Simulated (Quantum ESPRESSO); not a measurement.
```cif
data_P8Ru2
_chemical_formula_sum 'P8 Ru2'
_space_group_name_H-M_alt 'P21/c'
_space_group_IT_number 14
_space_group_name_Hall '-P 2ybc'
_cell_length_a 4.69305
_cell_length_b 4.68576
_cell_length_c 7.12171
_cell_angle_alpha 90.000
_cell_angle_beta 99.478
_cell_angle_gamma 90.000
loop_
_space_group_symop_operation_xyz
  'x, y, z'
  '-x, -y, -z'
  '-x, y+1/2, -z+1/2'
  'x, -y+1/2, z+1/2'
loop_
_atom_site_label
_atom_site_type_symbol
_atom_site_symmetry_multiplicity
_atom_site_Wyckoff_symbol
_atom_site_fract_x
_atom_site_fract_y
_atom_site_fract_z
_atom_site_occupancy
P1 P 4 e 0.21592 0.30919 0.24844 1
P2 P 4 e 0.37995 0.64884 0.08906 1
Ru1 Ru 2 a 0.00000 0.00000 0.00000 1
```

The geometry is that of Materials Project entry mp-1080439, symmetrised and not relaxed again.

Question: What does PBEsol (pw.x of Quantum ESPRESSO, ONCV potentials, no spin-orbit coupling) give for the electronic structure near the Fermi level?

Answer: The PBEsol gap is indirect, 0.75 eV, from A to X; the smallest direct gap is 1.05 eV. Spin-orbit splittings are left out.

The structure is a Materials Project entry; no match was found in the copy of COD used, and its stability was not checked.
